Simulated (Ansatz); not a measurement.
Ir (fcc, Cu type)

```xyz
4
Lattice="3.8305 0.0000 0.0000 0.0000 3.8305 0.0000 0.0000 0.0000 3.8305" Properties=species:S:1:pos:R:3 pbc="T T T"
Ir     0.0000     0.0000     0.0000
Ir     1.9152     1.9152     0.0000
Ir     1.9152     0.0000     1.9152
Ir     0.0000     1.9152     1.9152
```

Scan: atom 2 (Ir, nearest neighbour Ir at 2.709 Å; its periodic images, 3.8 Å or more away, move with it) is displaced along Cartesian z, direction (0.000, 0.000, 1.000) in Cartesian axes, by s. The other atoms stay.

The numbers are results of PBEsol (plane waves to 420 eV, PAW, scalar-relativistic; Ansatz, a first-principles code), not measurements. k mesh 10×10×10 (Γ-centred), Fermi-Dirac smearing 0.05 eV. Energies are smeared free energies. With partly filled bands, energies and forces of such displacements shift with the k mesh and the smearing. Ir is run without spin polarisation. Ir was relaxed with its symmetry unable to fall. Spin-orbit coupling is left out, though Ir is heavy. ΔE is measured from the undisplaced structure.

The scan covers s from -0.270 to 0.270 Å in 11 points.

Task: Is the energy the same for equal positive and negative displacements?

Result: Even: the same for both signs. With its periodic images moving along, the atom's site symmetry in this cell is m-3m.

Task: What is the force constant k = d²E/ds² of this move at s = 0?

Result: 14.6 eV/Å².

(For displaced atoms, the force is minus the slope of the energy, and its curvature is a force constant, which sets phonon frequencies.)
